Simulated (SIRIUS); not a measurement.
A self-consistent single point of Ti3Al (P2_1/m, 8 atoms in the cell; from Materials Project mp-1823, changed as shown).

```xyz
8
Lattice="5.7477 0.0000 0.0000 -2.8451 4.9279 0.0000 0.0000 0.0000 4.6306" Properties=species:S:1:pos:R:3 pbc="T T T"
Ti     2.8928     3.2514     1.1576
Ti     0.0098     1.6765     3.4729
Ti    -1.3835     4.0896     3.4729
Ti     4.2861     0.8382     1.1576
Ti     1.4714     0.8382     1.1576
Ti     1.4312     4.0896     3.4729
Al     0.0192     3.2853     1.1576
Al     2.8834     1.6426     3.4729
```

Level of theory: PBE, GBRV PBE ultrasoft pseudopotentials (plane waves; SIRIUS).

SIRIUS settings:

| setting | value |
|---|---|
| parameters.ngridk | 4 4 4 |
| parameters.xc_functionals | [XC_GGA_X_PBE, XC_GGA_C_PBE] |
| parameters.gk_cutoff | 6.325 1/bohr |
| parameters.pw_cutoff | 14.143 1/bohr |
| parameters.smearing | fermi_dirac |
| parameters.smearing_width | 0.00367493 Ha |
| potentials | GBRV PBE ultrasoft pseudopotentials |
| parameters.electronic_structure_method | pseudopotential |
| parameters.num_bands | 47 |
| parameters.num_mag_dims | 0 |
| parameters.num_dft_iter | 100 |
| parameters.energy_tol | 1e-07 Ha |
| parameters.density_tol | 1e-06 |
| mixer.type | anderson |
| mixer.beta | 0.5 |
| mixer.use_hartree | true |

Results:

Number of valence electrons: 78
Number of bands: 47
Number of k-points after the program's reduction: 30
Number of plane waves (most at a k-point): 3800
Number of SCF iterations: 19
FFT grid: 54 × 54 × 45
Free energy E − TS: -9919.7912 eV
Fermi level (on the code's own zero): 12.42 eV
Pressure: 2.24 GPa
Largest force (vector length): 0.116 eV/Å

Forces (eV/Å):
```tsv
atom	Fx	Fy	Fz
Ti1	0.012	0.116	0.000
Ti2	-0.012	-0.116	0.000
Ti3	-0.066	0.012	0.000
Ti4	0.066	-0.012	0.000
Ti5	-0.014	0.005	0.000
Ti6	0.014	-0.005	0.000
Al7	0.001	0.002	0.000
Al8	-0.001	-0.002	0.000
```

Stress (GPa, positive for compression):
```
 1.45  -0.46   0.00
-0.46   3.01   0.00
 0.00   0.00   2.26
```

For comparison: a first run was changed to give this one (lattice vector b scaled by 0.99), and from it to this one the free energy rises by 2.1 meV/atom, the pressure goes from 1.06 to 2.24 GPa and the largest force goes from 0.063 to 0.116 eV/Å.

The structure comes from a collection of computed structures, made at another level of theory; the collection holds predicted forms beside known ones. No clean gap shows at this smearing width and mesh (spacing up to 0.34 Å⁻¹); the mesh is coarse for partly filled bands, so the values carry mesh errors.

Cost on one core: around 4 core-minutes (rough).
